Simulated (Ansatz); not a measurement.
NbP2:
```
CELL_PARAMETERS angstrom
      4.43626     1.64707     0.00000
     -4.43626     1.64707     0.00000
     -3.67098     0.00000     6.60692
ATOMIC_POSITIONS crystal
  Nb 0.84019 0.15981 0.79928
  Nb 0.15981 0.84019 0.20072
  P  0.59681 0.40319 0.90120
  P  0.40319 0.59681 0.09880
  P  0.13325 0.86675 0.52640
  P  0.86675 0.13325 0.47360
```

Relaxed with r²SCAN. Special points in fractions of this cell's reciprocal vectors: Γ (0.000, 0.000, 0.000); C (0.295, 0.295, 0.000); C2 (-0.295, 0.705, 0.000); Y2 (-0.500, 0.500, 0.000); M2 (-0.500, 0.500, 0.500); D (-0.269, 0.731, 0.500); D2 (0.269, 0.269, 0.500); A (0.000, 0.000, 0.500); L2 (0.000, 0.500, 0.500); V2 (0.000, 0.500, 0.000).

Question: List the band energies nearest the Fermi level at these points for r²SCAN (plane waves, PAW; program Ansatz).

Answer: In eV from the Fermi level; about four levels below and three above (degenerate sets whole), none deeper than 8.9 eV; points with the same levels are listed once.

| k | below | above |
|---|---|---|
| Γ | -2.01 -1.15 -0.96 -0.27 | 0.74 1.54 1.66 |
| C | -1.96 -1.90 -1.58 -1.24 | 1.12 1.55 2.04 |
| Y2 | -1.19 -1.13 -0.17 -0.06 | 0.59 0.87 2.54 |
| M2 | -1.87 -1.19 -0.84 -0.64 | 0.06 0.59 1.57 |
| D | -2.45 -2.30 -1.65 -1.18 | 1.18 2.14 2.20 |
| A | -1.34 -0.39 -0.23 -0.18 | 2.27 2.70 2.90 |
| L2 | -1.87 -1.86 -1.66 -0.87 | 0.85 1.60 2.54 |
| V2 | -2.40 -2.18 -1.60 -0.97 | 1.88 2.47 2.76 |

Space group C2/m. The first step of the workflow began from a Materials Project structure, measured or hypothetical; the Crystallography Open Database copy checked does not list it. Whether it is the stable phase at ambient conditions was not checked. Symmetry was held in the r²SCAN relaxation; whether a distortion lowers the energy is not shown. No spin polarisation was allowed. A small band overlap can be real or an error of a semilocal functional. The Fermi level of a semimetal is unsure by some 0.05 eV on such meshes. Spin–orbit coupling is left out wherever it is not named.

Potentials: the later of the program's two PAW sets.
